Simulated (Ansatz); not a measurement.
LaScO$_{3}$:
```cif
data_La4O12Sc4
_chemical_formula_sum 'La4 Sc4 O12'
_space_group_name_H-M_alt 'Pnma'
_space_group_IT_number 62
_space_group_name_Hall '-P 2ac 2n'
_cell_length_a 5.70987
_cell_length_b 7.96110
_cell_length_c 5.59539
_cell_angle_alpha 90.000
_cell_angle_beta 90.000
_cell_angle_gamma 90.000
loop_
_space_group_symop_operation_xyz
  'x, y, z'
  '-x, -y, -z'
  '-x+1/2, -y, z+1/2'
  'x+1/2, y, -z+1/2'
  'x+1/2, -y+1/2, -z+1/2'
  '-x+1/2, y+1/2, z+1/2'
  '-x, y+1/2, -z'
  'x, -y+1/2, z'
loop_
_atom_site_label
_atom_site_type_symbol
_atom_site_symmetry_multiplicity
_atom_site_Wyckoff_symbol
_atom_site_fract_x
_atom_site_fract_y
_atom_site_fract_z
_atom_site_occupancy
La1 La 4 c 0.04570 0.75000 0.48869 1
Sc1 Sc 4 a 0.00000 0.00000 0.00000 1
O1 O 4 c 0.03224 0.25000 0.09849 1
O2 O 8 d 0.20441 0.05257 0.70462 1
```

Relaxed with LDA.

Give the optical modes at the zone centre with their infrared activity from DFPT, DFT-LDA in the program Ansatz with PAW potentials.

Transverse frequencies, without the LO–TO term; a row sums one degenerate level.

| ω (cm⁻¹) | degeneracy | IR ((D/Å)²/amu) | activity |
|---|---|---|---|
| 92 | 1 | 0.00 | IR-inactive |
| 105 | 1 | 0.00 | IR-inactive |
| 109 | 1 | 1.63 | IR |
| 112 | 1 | 0.82 | IR |
| 115 | 1 | 0.00 | IR-inactive |
| 120 | 1 | 0.00 | IR-inactive |
| 128 | 1 | 0.00 | IR-inactive |
| 142 | 1 | 36.39 | IR |
| 148 | 1 | 0.00 | IR-inactive |
| 151 | 1 | 0.00 | IR-inactive |
| 163 | 1 | 44.14 | IR |
| 166 | 1 | 0.00 | IR-inactive |
| 172 | 1 | 0.00 | IR-inactive |
| 179 | 1 | 44.42 | IR |
| 189 | 1 | 2.73 | IR |
| 202 | 1 | 0.00 | IR-inactive |
| 218 | 1 | 0.00 | IR-inactive |
| 228 | 1 | 0.00 | IR-inactive |
| 228 | 1 | 1.31 | IR |
| 246 | 1 | 0.00 | IR-inactive |
| 257 | 1 | 3.94 | IR |
| 274 | 1 | 33.95 | IR |
| 275 | 1 | 19.88 | IR |
| 281 | 1 | 0.00 | IR-inactive |
| 284 | 1 | 0.00 | IR-inactive |
| 292 | 1 | 30.69 | IR |
| 315 | 1 | 0.00 | IR-inactive |
| 320 | 1 | 55.56 | IR |
| 325 | 1 | 14.35 | IR |
| 326 | 1 | 52.12 | IR |
| 328 | 1 | 0.00 | IR-inactive |
| 329 | 1 | 41.80 | IR |
| 351 | 1 | 0.00 | IR-inactive |
| 356 | 1 | 0.00 | IR-inactive |
| 362 | 1 | 0.00 | IR-inactive |
| 364 | 1 | 46.99 | IR |
| 366 | 1 | 13.50 | IR |
| 393 | 1 | 1.57 | IR |
| 402 | 1 | 0.00 | IR-inactive |
| 407 | 1 | 0.00 | IR-inactive |
| 412 | 1 | 0.00 | IR-inactive |
| 418 | 1 | 3.14 | IR |
| 442 | 1 | 0.05 | IR |
| 470 | 1 | 0.00 | IR-inactive |
| 475 | 1 | 1.52 | IR |
| 484 | 1 | 39.53 | IR |
| 491 | 1 | 0.00 | IR-inactive |
| 493 | 1 | 0.00 | IR-inactive |
| 493 | 1 | 0.00 | IR-inactive |
| 494 | 1 | 31.46 | IR |
| 497 | 1 | 0.00 | IR-inactive |
| 501 | 1 | 0.00 | IR-inactive |
| 511 | 1 | 21.42 | IR |
| 528 | 1 | 1.10 | IR |
| 625 | 1 | 0.00 | IR-inactive |
| 662 | 1 | 0.00 | IR-inactive |
| 682 | 1 | 0.00 | IR-inactive |

How high does the top mode go among those that the LO–TO term moves?

657 cm⁻¹ for q along x, 649 cm⁻¹ for q along y, 660 cm⁻¹ for q along z.

Symmetry was held in the LDA relaxation; of distortions, only those at the zone centre were tested. No spin polarisation was allowed. Scalar-relativistic: spin–orbit coupling is off unless named, which matters more the heavier the elements.

Potentials: the later of the program's two PAW sets.
